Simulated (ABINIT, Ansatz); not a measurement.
Given: the input of a run of Ansatz 0.2.0 on LiBe. The cell comes from a database or a generator and needn't be the stable form of this composition.

File input.yaml:

```yaml
crystal:
  lattice:
    - [2.2959861536, 0.0, 0.0]
    - [0.0, 3.61277298, 0.0]
    - [-0.4017425219, 0.0, 5.5135259934]
  atoms:
    - { symbol: Be, position: [0.24358192, 0.75, 0.42382836] }
    - { symbol: Be, position: [0.75641808, 0.25, 0.57617164] }
    - { symbol: Li, position: [0.26315244, 0.75, 0.84514226] }
    - { symbol: Li, position: [0.73684756, 0.25, 0.15485774] }
hamiltonian:
  xc: pbe
  pseudopotentials: { kind: paw }
kpoints:
  mp_grid: { grid: [11, 7, 5] }
scf:
  occupations: { method: fermi_dirac, width: 0.05 }
output:
  forces: true
  stress: true
  eigenvalues: true
```

Potentials or basis: Ansatz PAW.

Run with:

```bash
$ ansatz run input.yaml --threads 2 --pin off --max-ram 5120MiB --backend cpu --events-out ev --progress --plain --runs-dir out
```

Task: What does the same run look like in ABINIT 10.8.3 (patched build)? Potentials or basis there: JTH PAW PBE v2.0, cutoff 517 eV.

Result: As run (cutoffs and basis follow the program's own potentials, and thresholds, step limits or extra output files can differ):

File run.abi:

```
# Pseudopotentials
pp_dirpath "./"
pseudos "Be.GGA_PBE-JTH.xml, Li.GGA_PBE-JTH.xml"

# Structure
acell 2.2959861536 3.61277298 5.5281430819 Angstrom
rprim
     1.0000000000     0.0000000000     0.0000000000
     0.0000000000     1.0000000000     0.0000000000
    -0.0726722366     0.0000000000     0.9973558773
ntypat 2
znucl 4 3
natom 4
typat 1 1 2 2
xred
     0.2435819200     0.7500000000     0.4238283600
     0.7564180800     0.2500000000     0.5761716400
     0.2631524400     0.7500000000     0.8451422600
     0.7368475600     0.2500000000     0.1548577400
chkprim 0
chksymtnons 0
tolsym 1.0e-6

# Plane-wave basis
ecut 19.0
pawecutdg 38.0
pawxcdev 0

# k points
kptopt 1
ngkpt 11 7 5
nshiftk 1
shiftk 0.0 0.0 0.0

# Exchange and correlation
ixc 11

# Bands and occupations
nband 11
occopt 3
tsmear 0.00183747

# SCF cycle
nstep 100
tolvrs 1.0e-9

# Output
iomode 3
prtwf 0
prtden 0
prteig 0
prtebands 0
enunit 1
```

Potentials or basis: JTH PAW PBE v2.0.

The run is started by

```console
$ abinit run.abi > log 2>&1
```

Both were run:

|  | Ansatz | ABINIT |
| --- | --- | --- |
| Pressure | -0.2 GPa | -0.6 GPa |

Ansatz's pressure holds a Pulay term of +0.02 GPa for its cutoff of 420 eV, which the other run lacks.

The potentials hold 10 and 14 valence electrons a cell.

Where Ansatz's input types no cutoff or centring, it takes its own default and a Γ-centred mesh.

Pressure is positive in compression.
